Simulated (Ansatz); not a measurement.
Cu₂WSe₄:
```
Cu2WSe4
1.0
   -2.76358     2.76358     5.44012
    2.76358    -2.76358     5.44012
    2.76358     2.76358    -5.44012
Cu W Se
2 1 4
Cartesian
  2.76358   0.00000   0.00000
  0.00000   2.76358   0.00000
  0.00000   0.00000   0.00000
 -1.42113   1.42113   6.84728
  1.42113   1.42113   4.03295
  1.42113  -1.42113   6.84728
  1.34245   1.34245  -1.40717
```

Relaxed with r²SCAN+D4.

Give the Bader charges and basin volumes of the independent atoms, r²SCAN+D4 (plane waves, PAW; program Ansatz).



```csv
atom,Bader charge (e),Bader volume (Å³)
Cu1,+0.38,14.2
W3,+1.35,15.8
Se4,-0.53,30.5
```

Space group I-42m. The workflow started from a Materials Project entry (that database holds measured and hypothetical structures alike); the Crystallography Open Database copy checked does not list it. Its standing as an ambient phase is unchecked. The cell was relaxed with r²SCAN+D4 under the symmetry of its start; its stability against distortions is not shown here. The run is not spin-polarised. Scalar-relativistic: spin–orbit coupling is off unless named, which matters more the heavier the elements.

Potentials: the later of the program's two PAW sets.
